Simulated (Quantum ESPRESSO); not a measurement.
# Moving one atom in GaSi3PGe3

These are calculations, not measurements. They come from pw.x of Quantum ESPRESSO 7.5, a plane-wave density functional program, with PseudoDojo standard norm-conserving files (v0.5 for PBE, v0.4.1 for LDA and PBEsol). The cells are made up: elements, strain and atom displacements were drawn at random, and nothing was relaxed. There is no spin polarisation, spin-orbit coupling or dispersion term.

The cell has 8 sites of a zincblende or diamond lattice. Sites 1 to 4 hold Ga Si Si P; sites 5 to 8 hold Ge Ge Si Ge. Cell vectors in Å: (5.639, 0.013, -0.008); (0.013, 5.653, 0.108); (-0.008, 0.108, 5.828). Settings: PBE, cutoff 1088 eV, 6 x 6 x 6 k mesh shifted by half a step, Fermi-Dirac smearing of 0.1 eV.

Each run shifts the Si atom on site 7 along y and leaves all else fixed. Site 1 is one of its nearest neighbours. E is the free energy of the cell above the lowest run shown.

```
run  shift (Å)  Fy on site 7 (eV/Å)  Fy on site 1 (eV/Å)  P (GPa)  E (meV)
  1    -0.0884               -0.192               -0.133    -3.21      0.0
  3    -0.0641               -0.412               -0.080    -3.20      7.3
  4    -0.0544               -0.499               -0.059    -3.20     11.8
  5     0.0103               -1.078                0.075    -3.13     62.9
  6     0.0391               -1.331                0.130    -3.09     97.6
  7     0.0808               -1.690                0.206    -3.00    160.6
  2    -0.0738                    ?                    ?        ?        ?
```

A rerun of one of these cells at 1377 eV and k mesh 8 x 8 x 8 moved values by no more than 0.002 eV in the cell's energy, 0.03 GPa in stress and 0.008 eV/Å in force.

## Worked fit

A parabola through the six runs shown gives Fy on site 7 = -0.987 - 8.85 u + 1.7 u² eV/Å, with u in Å and a scatter of 0.002 eV/Å. Minus the slope, 8.85 ± 0.04 eV/Å², is this atom's force constant along y at u = 0, with its periodic images moving too. The fitted force does not vanish within the range. The error is the larger of the fit's own and the change that a cubic makes, rounded up.

## Withheld run

Question: what Fy on site 7 should run 2 give?

The fit gives -0.325 eV/Å. The calculation gave -0.324 eV/Å.

| run | shift (Å) | Fy on site 7 (eV/Å) | Fy on site 1 (eV/Å) | P (GPa) | E (meV) |
| --- | --- | --- | --- | --- | --- |
| 2 | -0.0738 | -0.324 | -0.101 | -3.21 | 3.8 |